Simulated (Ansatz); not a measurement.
An Ansatz (a quantum-chemistry and plane-wave program) input:

Ansatz 0.2 input:
```yaml
crystal:
  lattice:
    - [3.4842184353, 0.0, 0.0]
    - [-1.7421092176, 3.0174216773, 0.0]
    - [0.0, 0.0, 4.1857073411]
  atoms:
    - { symbol: Mg, position: [0.6666666667, 0.3333333333, 0.75] }
    - { symbol: Mg, position: [0.3333333333, 0.6666666667, 0.25] }
    - { symbol: O, position: [0.6666666667, 0.3333333333, 0.25] }
    - { symbol: O, position: [0.3333333333, 0.6666666667, 0.75] }
kpoints:
  mp_grid: { grid: [7, 7, 5] }
hamiltonian:
  xc: hse06
  pseudopotentials: { kind: paw }
scf:
  n_extra_bands: 6
  occupations: { method: fixed }
output:
  eigenvalues: true
  eigenstates:
    e_range: [-9.0, 14.1]
    kpoints:
      - [0.0, 0.0, 0.0]  # VBM
      - [0.0, 0.0, 0.0]  # CBM
      - [0.0, 0.0, 0.0]  # GAMMA
      - [0.0, 0.0, 0.5]  # A
      - [0.3333333333, 0.3333333333, 0.0]  # K
      - [0.3333333333, 0.3333333333, 0.5]  # H
      - [0.5, 0.0, 0.0]  # M
      - [0.5, 0.0, 0.5]  # L
```

How many symmetry operations and irreducible k-points will the run report?

24 operations, 24 of 245 k-points.

With a cutoff of 420 eV, how many plane waves at Γ?

823.

It took around 2.7 core-minutes (rough) on shared server cores.

The points marked VBM and CBM come from a semilocal run.

Space group P6_3/mmc. The workflow started from a Materials Project entry (that database holds measured and hypothetical structures alike); the Crystallography Open Database copy checked does not list it. It is not the phase usual at ambient conditions (space group No. 225). Symmetry was held in the r²SCAN relaxation; its stability against distortions is not shown here.

Potentials: the later of the program's two PAW sets.

Ansatz is a plane-wave DFT program.
